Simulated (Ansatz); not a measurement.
Molecular dynamics on a 2×2×2 supercell (32 atoms) of CaZrN₂ (ordering on rocksalt), relaxed with r2SCAN. Forces come from r2SCAN in the PAW code Ansatz: Langevin thermostat and barostat (NPT), 450 K, steps of 3 fs. Classical nuclei, no spin polarisation; a few dozen steps show the first response, not equilibrium. The structure comes from a prototype and may be hypothetical.

```yaml
crystal:
  lattice:
    - [6.6982510679, 0.0, 0.0]
    - [0.0, 6.6982510679, 0.0]
    - [0.0, 0.0, 9.2428402575]
  atoms:
    - { symbol: Ca, position: [0.0, 0.0, 0.0] }
    - { symbol: "N", position: [0.0, 0.0, 0.25] }
    - { symbol: Zr, position: [0.25, 0.25, 0.25] }
    - { symbol: "N", position: [0.25, 0.25, 0.0] }
    - { symbol: Ca, position: [0.0, 0.0, 0.5] }
    - { symbol: "N", position: [0.0, 0.0, 0.75] }
    - { symbol: Zr, position: [0.25, 0.25, 0.75] }
    - { symbol: "N", position: [0.25, 0.25, 0.5] }
    - { symbol: Ca, position: [0.0, 0.5, 0.0] }
    - { symbol: "N", position: [0.0, 0.5, 0.25] }
    - { symbol: Zr, position: [0.25, 0.75, 0.25] }
    - { symbol: "N", position: [0.25, 0.75, 0.0] }
    - { symbol: Ca, position: [0.0, 0.5, 0.5] }
    - { symbol: "N", position: [0.0, 0.5, 0.75] }
    - { symbol: Zr, position: [0.25, 0.75, 0.75] }
    - { symbol: "N", position: [0.25, 0.75, 0.5] }
    - { symbol: Ca, position: [0.5, 0.0, 0.0] }
    - { symbol: "N", position: [0.5, 0.0, 0.25] }
    - { symbol: Zr, position: [0.75, 0.25, 0.25] }
    - { symbol: "N", position: [0.75, 0.25, 0.0] }
    - { symbol: Ca, position: [0.5, 0.0, 0.5] }
    - { symbol: "N", position: [0.5, 0.0, 0.75] }
    - { symbol: Zr, position: [0.75, 0.25, 0.75] }
    - { symbol: "N", position: [0.75, 0.25, 0.5] }
    - { symbol: Ca, position: [0.5, 0.5, 0.0] }
    - { symbol: "N", position: [0.5, 0.5, 0.25] }
    - { symbol: Zr, position: [0.75, 0.75, 0.25] }
    - { symbol: "N", position: [0.75, 0.75, 0.0] }
    - { symbol: Ca, position: [0.5, 0.5, 0.5] }
    - { symbol: "N", position: [0.5, 0.5, 0.75] }
    - { symbol: Zr, position: [0.75, 0.75, 0.75] }
    - { symbol: "N", position: [0.75, 0.75, 0.5] }
kpoints:
  mp_grid: { grid: [2, 2, 2] }
hamiltonian:
  xc: r2scan
scf:
  occupations: { method: fermi_dirac, width: 0.039 }
md:
  ensemble: npt_langevin
  temperature: 450
  timestep: 3.0
  n_steps: 20
  initial_velocities: maxwell_boltzmann
  seed: 1693
```

Command: `ansatz run input.yaml --threads 4 --pin off --max-ram 3686MiB --backend cpu --events-out ev --progress --plain --runs-dir out`. It ended after 7.6 min on 4 threads of Arm Neoverse V1, with other jobs on the host; peak host memory 2.9 GiB.

```tsv
step	t (fs)	T (K)	free energy F from step 0 (meV/atom)	kinetic energy (meV/atom)	pressure (GPa)	volume (Å³/atom)	largest force (eV/Å)
0	0	436	0.0	56.3	0.38	12.96	0.00
1	3	442	2.6	57.1	0.41	12.96	0.59
2	6	374	9.3	48.3	0.45	12.97	1.09
3	9	322	18.1	41.6	0.58	12.97	1.48
4	12	277	26.5	35.8	0.74	12.98	1.77
5	15	228	31.8	29.5	0.86	12.99	1.95
6	18	230	32.4	29.7	1.01	12.99	1.98
7	21	260	29.3	33.6	1.20	13.00	2.07
8	24	311	24.9	40.2	1.44	13.00	2.09
9	27	365	20.6	47.2	1.78	13.00	2.10
10	30	394	17.9	51.0	2.25	13.01	2.15
11	33	435	17.7	56.2	2.91	13.01	2.24
12	36	422	19.7	54.5	3.60	13.01	2.34
13	39	411	23.6	53.1	4.32	13.03	2.40
14	42	393	27.5	50.9	4.97	13.04	2.41
15	45	380	29.2	49.1	5.41	13.07	2.33
16	48	405	28.1	52.3	5.71	13.09	2.09
17	51	410	25.8	53.0	5.83	13.12	1.85
```

The temperature starts at 436 K, is lowest at step 5 (228 K, 15 fs) and ends at 410 K. The atoms start on their lattice sites with kinetic energy alone, so much of it first passes into potential energy. The job's limit cut the run after 17 of 20 steps.

Positions (Å) and forces (eV/Å) at step 17:
```
cell (Å): 6.726 0.000 0.000; 0.000 6.726 0.000; 0.000 0.000 9.282
Ca   0.041  -0.037   0.025    -0.767  -0.003  -0.524
N    0.028   0.122   2.346     0.203   0.746   0.318
Zr   1.632   1.690   2.207     0.702   0.527   1.434
N    1.816   1.752   0.314    -1.194  -0.116  -1.369
Ca   0.002  -0.083   4.695    -0.372   0.492  -1.332
N   -0.195   0.039   6.872     0.276   0.252   1.812
Zr   1.574   1.710   6.858     0.885  -0.566   0.799
N    1.673   1.651   4.955    -0.189  -0.081  -0.912
Ca  -0.035   3.397   0.044     0.513   0.362  -0.028
N    0.015   3.374   2.412    -0.716  -0.679  -0.452
Zr   1.696   5.163   2.359    -0.286  -1.311  -1.053
N    1.659   5.073   0.359    -0.146  -0.076  -0.436
Ca   0.019   3.330   4.671    -0.320  -0.009  -0.353
N    0.003   3.340   6.985    -0.425  -0.357   0.154
Zr   1.682   4.942   6.858     1.072   0.605   0.365
N    1.693   5.006   4.925    -0.520   0.062  -1.533
Ca   3.269   0.036   0.026     1.342  -0.432   0.126
N    3.308  -0.012   2.407    -0.070   0.153  -0.626
Zr   5.168   1.665   2.324    -0.338  -0.844   0.783
N    5.159   1.690  -0.083    -1.129  -0.091   0.035
Ca   3.327  -0.014   4.645     0.164  -0.195   0.881
N    3.278  -0.165   7.047     0.222   0.807  -0.591
Zr   5.064   1.615   6.970     0.016  -0.401   0.991
N    4.990   1.602   4.544     0.926   0.194   0.087
Ca   3.345   3.441  -0.057     0.161  -0.271   0.764
N    3.367   3.537   2.408    -0.247  -0.677  -0.530
Zr   4.872   4.924   2.262     1.176   1.223   0.046
N    5.026   5.048   0.280     0.080  -0.006  -0.145
Ca   3.420   3.200   4.672    -0.885   1.145  -0.529
N    3.260   3.409   6.881     0.073  -0.571   1.507
Zr   5.013   5.019   6.800    -0.716   0.330   1.547
N    4.996   5.011   4.888     0.508  -0.211  -1.235
```
